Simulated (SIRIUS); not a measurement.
SIRIUS run on WS2 (R3m, 3 atoms in the cell; from Materials Project mp-9813, changed as shown): self-consistent single point.

Computed with LDA (PW92), FP-LAPW (LAPW with two local orbitals a valence shell; core below -3 Ha), all-electron full potential with ZORA scalar-relativistic valence and Dirac core (SIRIUS).

The change in words: lattice scaled by 0.98. Reference geometry (R3m):
```yaml
crystal:
  lattice:
    - [1.58288, 0.91388, 6.45086]
    - [-1.58288, 0.91388, 6.45086]
    - [0.00000, -1.82775, 6.45086]
  atoms:
    - { symbol: W, position: [0.00067, 0.00067, 0.00067] }
    - { symbol: S, position: [0.41411, 0.41411, 0.41411] }
    - { symbol: S, position: [0.25392, 0.25392, 0.25392] }
```

Reference input (self-consistent single point, DFT, LDA (PW92), FP-LAPW (LAPW with two local orbitals a valence shell; core below -3 Ha), all-electron full potential with ZORA scalar-relativistic valence and Dirac core): parameters.ngridk = 8 8 8; basis = LAPW with two local orbitals a valence shell, core below -3 Ha; unit_cell.atom_type_rmt = {W: 2.35, S: 2.02} bohr; parameters.xc_functionals = [XC_LDA_X, XC_LDA_C_PW]; parameters.aw_cutoff = 7; parameters.pw_cutoff = 20 1/bohr; parameters.smearing = fermi_dirac; parameters.smearing_width = 0.000734986 Ha; parameters.electronic_structure_method = full_potential_lapwlo; parameters.lmax_apw = 8; parameters.lmax_rho = 8; parameters.lmax_pot = 8. This run's input differs from it in these lines:

```diff
@@ -36,7 +36,7 @@
     "lattice_vectors": [
-      [0.236081757, 0.1363019862, 0.9621263767],
-      [-0.236081757, 0.1363019862, 0.9621263767],
-      [0.0, -0.2726038232, 0.9621263767]
+      [0.2360817045, 0.136301921, 0.9621264443],
+      [-0.2360817045, 0.136301921, 0.9621264443],
+      [0.0, -0.272603842, 0.9621264443]
     ],
-    "lattice_vectors_scale": 12.670228,
+    "lattice_vectors_scale": 12.416823,
     "atom_coordinate_units": "A",
@@ -53,7 +53,7 @@
       "W": [
-        [-0.0, 7e-10, 0.0129662306]
+        [0.0, 0.0, 0.0127069064]
       ],
       "S": [
-        [0.0, 4.141e-07, 8.0141562039],
-        [0.0, 2.539e-07, 4.9140078754]
+        [-0.0, -0.0, 7.8538733531],
+        [-0.0, -0.0, 4.8157278854]
       ]
```

Output, abridged:

```
[find] density tolerance         : 1e-06
[find] total energy tolerance    : 1e-07
[find] iter_solver_tol (initial) : 0.01
[find] iter_solver_tol (target)  : 1e-13
[find] num_dft_iter              : 100
Charges and magnetic moments
--------------------------------------------------------------------------------
atom      charge    core leakage
--------------------------------------------------------------------------------
   0   71.939189    0.000000e+00
   1   13.933438    0.000000e+00
   2   13.933655    0.000000e+00

total core leakage    : 0.00000000e+00
interstitial charge   : 6.193717
total charge          : 106.000000
   [... lines left out ...]
[find]    2   14.082359    2.401068e-04
[find] total core leakage    : 4.83676014e-04
[find] interstitial charge   : 6.157578
[find] total charge          : 105.999514
[find] Energy
[find] smearing (-TS)                 :      -0.00000000
[find] Total energy                   :  -16952.83847072 (Ha),  -33905.67694144 (Ry)
[find] Free energy (E-TS)             :  -16952.83847072 (Ha),  -33905.67694144 (Ry)
[find] band gap (eV)                  :       1.28982034
[find] Efermi                         :       0.31904484
[find] iteration : 18, RMS (target) : 6.7668e-07 (1.0000e-06) , energy difference (target) : 4.3874e-09 (1.0000e-07)
[find] converged after 19 SCF iterations!
Warning in function "check_num_electrons" at src/density/density.cpp:1179
wrong number of electrons
  obtained value : 106
  target value : 106
  difference : 0.000485568
  total core leakage : 0.000483676
    atom class : 0, core leakage : 3.47476e-06
    atom class : 1, core leakage : 0.000240094
    atom class : 2, core leakage : 0.000240107
[find] Charges and magnetic moments
[find] atom      charge    core leakage
[find]    0   71.677697    3.474755e-06
[find]    1   14.081879    2.400944e-04
[find]    2   14.082359    2.401068e-04
[find] total core leakage    : 4.83676014e-04
[find] interstitial charge   : 6.157578
[find] total charge          : 105.999514
[find] Energy
[find] smearing (-TS)                 :      -0.00000000
   [... lines left out ...]
[find] Free energy (E-TS)             :  -16952.83847072 (Ha),  -33905.67694144 (Ry)
   [... lines left out ...]
[find] band gap (eV)                  :       1.28982034
[find] Efermi                         :       0.31904484
[ground_state] ==== total Forces in Ha/bohr =====
[ground_state] atom:    0, force:       0.0000000     -0.0000000      0.0000916
[ground_state] atom:    1, force:       0.0000000     -0.0000000      0.0240269
[ground_state] atom:    2, force:      -0.0000000     -0.0000000     -0.0241189
```

The run converged in 19 iterations. Against the reference run the free energy goes up by 23.2 meV/atom, the largest force goes from 0.033 to 1.240 eV/Å and the gap on the mesh goes from 1.313 to 1.290 eV.

Spin-orbit coupling is left out, which matters for bands and gaps with elements this heavy. Forces above 1 eV/Å remain at this geometry. The structure comes from a collection of computed structures, made at another level of theory; the collection holds predicted forms beside known ones. Its lattice was then scaled. Values depend on the basis (sphere radii, cutoffs, local orbitals), which need not be converged.

Cost on one core: roughly 110 core-seconds.

The gap that the log prints is read on the run's mesh, which can miss the band edges or a crossing.
